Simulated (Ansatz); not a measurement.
Calculated ¹⁸⁵Re nuclear quadrupole resonance for Re

Cell: a COD entry.

```
Re
1.0
     2.76080    0.00000    0.00000
    -1.38040    2.39092    0.00000
     0.00000    0.00000    4.45820
Re
2
Direct
  0.33333 0.66667 0.25000
  0.66667 0.33333 0.75000
```

Sites (sets of like atoms) are named by element and the number of their first atom in this list.

Method: Kohn–Sham DFT in Ansatz, PBE, plane waves and PAW, scalar-relativistic, 420 eV cutoff, Γ-centred 14×14×8 k-points, Fermi–Dirac smearing 0.05 eV.

¹⁸⁵Re: I = 5/2, Q = 2180 mb (year-2017 value). Static lattice, zero field.

Task: At which frequencies do the ¹⁸⁵Re NQR lines lie?

Result: For I = 5/2 and η = 0 the lines are 3|C_Q|/20 and twice that; η pulls their ratio below 2.

```tsv
site	atoms	V_zz (10²¹ V/m²)	C_Q (MHz)	η	line frequencies (MHz)
Re	1, 2	-6.38	-336	0.00	50.5, 100.9
```

Task: And for Re-187 (I = 5/2, Q = 2070 mb) on Re?

Result: C_Q scales with Q to -319 MHz, with lines at 47.9, 95.8 MHz.

An axis of threefold or higher order runs through Re, so V_zz lies along it and η is zero.

At this cell the PBE pressure is 6 GPa, so with PBE the cell would grow if it were relaxed. The run finds no gap above 0.1 eV (a metal, or nearly one), so the gradients can move by 10 % or more with the k-mesh. Spin–orbit coupling is left out, which shifts gradients on Re by a few per cent in wide-gap crystals, and can shift them far more where the calculated gap is small or absent, as here.
